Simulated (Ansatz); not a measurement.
## Two states of BaFe$_{2}$Ni$_{2}$O$_{8}$

```yaml
crystal:
  lattice:
    - [2.47099, 4.27989, 0.00000]
    - [-2.47099, 4.27989, 0.00000]
    - [0.00000, -2.85326, 7.30220]
  atoms:
    - { symbol: Ba, position: [0.00000, 0.00000, 0.00000] }
    - { symbol: Fe, position: [0.42458, 0.42458, 0.27374] }
    - { symbol: Fe, position: [0.57542, 0.57542, 0.72626] }
    - { symbol: Ni, position: [0.16972, 0.16972, 0.50916] }
    - { symbol: Ni, position: [0.83028, 0.83028, 0.49084] }
    - { symbol: O, position: [0.35070, 0.35070, 0.05210] }
    - { symbol: O, position: [0.64930, 0.64930, 0.94790] }
    - { symbol: O, position: [0.87750, 0.56550, 0.65850] }
    - { symbol: O, position: [0.21550, 0.87750, 0.65850] }
    - { symbol: O, position: [0.56550, 0.21550, 0.65850] }
    - { symbol: O, position: [0.12250, 0.43450, 0.34150] }
    - { symbol: O, position: [0.78450, 0.12250, 0.34150] }
    - { symbol: O, position: [0.43450, 0.78450, 0.34150] }
```

Single point in Ansatz 0.2.0 with PBE, with U_eff = 6.49 eV on Fe d (all-electron-ortho-atomic projectors). Cutoff 420 eV, PAW datasets, 4×4×4 Γ-centred k mesh, fermi-dirac filling (width 0.1 eV).

State A: Fe2 up, Fe3 up, Ni4 down, Ni5 down (collinear spin). State B: Fe2 up, Fe3 down, Ni4 up, Ni5 down (collinear spin).

Q: Compare the two self-consistent states.

A: State B is lower by 11.5 meV an atom at zero smearing; in free energy at this smearing B lies -5.8 meV an atom from A.

| state | free energy (meV/atom) | largest moment in a small sphere (μB) | net moment (μB/cell) | gap on mesh (eV) | pressure (GPa) | largest force (eV/Å) |
| --- | --- | --- | --- | --- | --- | --- |
| A | 5.8 | 2.73 | 3.53 | metal | 15.4 | 3.73 |
| B | 0.0 | 2.85 | 0.00 | metal | 15.6 | 4.57 |

Origin: a known structure type with other elements, at an estimated volume, so it need not be a known compound. Caveats: another magnetic order, which this cell may not hold, can open a gap; the k mesh is coarse if the cell is a metal; atoms or cell far from equilibrium.
